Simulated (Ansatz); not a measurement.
## CrO2

**The experiment.** The Crystallography Open Database holds a cell as deposited of tetragonal CrO2 (space group P4_2/mnm), temperature not stated (1971, doi:10.1107/S0567740871005466): a, c = 4.421, 2.917 Å, 9.50 Å³/atom.

The computed numbers are results of r²SCAN, scalar-relativistic (collinear spin) in the plane-wave PAW code Ansatz at 500 eV, Γ-centred 6×6×10 mesh, 0.05 eV Gaussian smearing; PAW files: Ansatz's generated set soft_2.

```cif
data_structure
_symmetry_space_group_name_H-M 'P4_2/mnm'
_symmetry_Int_Tables_number 136
_cell_length_a 4.4031
_cell_length_b 4.4031
_cell_length_c 2.9128
_cell_angle_alpha 90.000
_cell_angle_beta 90.000
_cell_angle_gamma 90.000
_cell_volume 56.47
loop_
_atom_site_label
_atom_site_type_symbol
_atom_site_symmetry_multiplicity
_atom_site_Wyckoff_symbol
_atom_site_fract_x
_atom_site_fract_y
_atom_site_fract_z
_atom_site_occupancy
Cr1 Cr 2 a 0.00000 0.00000 0.00000 1
O1 O 4 f 0.30275 0.30275 0.00000 1
```

The chain of runs began from a cell as deposited in COD, expanded in volume.

Magnetic state: ferromagnetic, site spin moments Cr 1.83; O -0.11 μB.

The cell above was scaled in volume, and shape and atoms were relaxed at each volume within its symmetry. Energies are counted from the cell above.

```
V (Å³/atom)  ΔE (meV/atom)  P from the stress (GPa)
      9.035          12.81                    11.40
      9.224           3.06                     5.35
      9.412           0.00                    -0.02
      9.600           2.89                    -4.78
      9.788          11.03                    -8.99
     10.071          31.78                   -14.35
```

Question: Do the energies and the pressures agree? Compare −ΔE/ΔV between neighbouring points (1 meV/Å³ = 0.1602 GPa) with the mean of their pressures.

Answer: 
```
interval (Å³/atom)  −ΔE/ΔV (GPa)  mean P (GPa)
      9.04 to 9.22           8.3           8.4
      9.22 to 9.41           2.6           2.7
      9.41 to 9.60          -2.5          -2.4
      9.60 to 9.79          -6.9          -6.9
     9.79 to 10.07         -11.8         -11.7
```
They differ by 0.11 GPa at most.

Question: What do the two routes give for V0, B0 and B0′?

Answer: A third-order Birch–Murnaghan fit of the energies: V0 = 9.41 Å³/atom, B0 = 252 GPa, B0′ = 5.1. A polynomial of P in ln V, with B = −dP/d ln V at P = 0: V0 = 9.41 Å³/atom, B0 = 253 GPa, B0′ = 5.0.

The largest spin moment goes from 1.78 to 1.93 μB along the curve.

B0·V0 = 252.4 GPa × 9.41 Å³ = 14.83 eV/atom sets the scale: near the minimum ΔE ≈ ½ B0 V0 x², with x = V/V0 − 1, and a pressure of 2.5 GPa squeezes the volume by about 1 %. At the ends of the curve: x = −4.0 % predicts 11.8 meV/atom and the run gives 12.8; x = +7.0 % predicts 36.5 meV/atom and the run gives 31.8. The lopsidedness is anharmonic: atoms resist being pushed together more than being pulled apart.

The site moment grows with the volume while the cell's moment hardly changes: with less mixing between neighbours the spin density draws onto the magnetic atoms.

**Comparison.** The computed cell (4.403, 2.913 Å, 9.41 Å³/atom) differs from the database's by −0.9 % in volume, about −0.3 % in length. The static lattice lacks zero-point motion and thermal expansion, roughly 0.5 to 1.3 % in volume at 300 K (room temperature assumed) by Grüneisen's rule, γ·3k_BT/(B0·V0) with γ of 1 to 2.5; that covers some of the miss, perhaps all.

The run wasn't fully tested for a lower electronic state. Site moments are of spin, integrated over atomic spheres. The run is a metal.
